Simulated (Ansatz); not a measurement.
PbO:
```xyz
4
Lattice="4.0343 0.0000 0.0000 0.0000 4.0343 0.0000 0.0000 0.0000 4.9952" Properties=species:S:1:pos:R:3 pbc="T T T"
Pb     2.0172     0.0000     1.1872
Pb     0.0000     2.0172     3.8080
O      0.0000     0.0000     0.0000
O      2.0172     2.0172     0.0000
```

Cartesian axes are those of the cell as given.

Problem. Give the high-frequency dielectric tensor and the Born effective charge tensors of the independent atoms from DFPT, DFT-PBE+D3(BJ) in the program Ansatz with PAW potentials.

Solution. 
ε∞:
```
6.82  0.00  0.00
0.00  6.82  0.00
0.00  0.00  6.11
```
Z* of atom 1 (Pb), rows: field, columns: displacement, in e:
```
3.19  0.00  0.00
0.00  3.19  0.00
0.00  0.00  2.23
```
Z* of atom 3 (O), rows: field, columns: displacement, in e:
```
-3.19   0.00   0.00
 0.00  -3.19   0.00
 0.00   0.00  -2.23
```

Static charges for comparison (Bader): Pb1 +1.16, O3 -1.16 e. Born charges measure polarisation by displacement and can exceed these by far.

Space group P4/nmm. Symmetry was held in the PBE+D3(BJ) relaxation; phonons on a q-mesh show no instability. Spin–orbit coupling is left out wherever it is not named.

Potentials: the later of the program's two PAW sets.
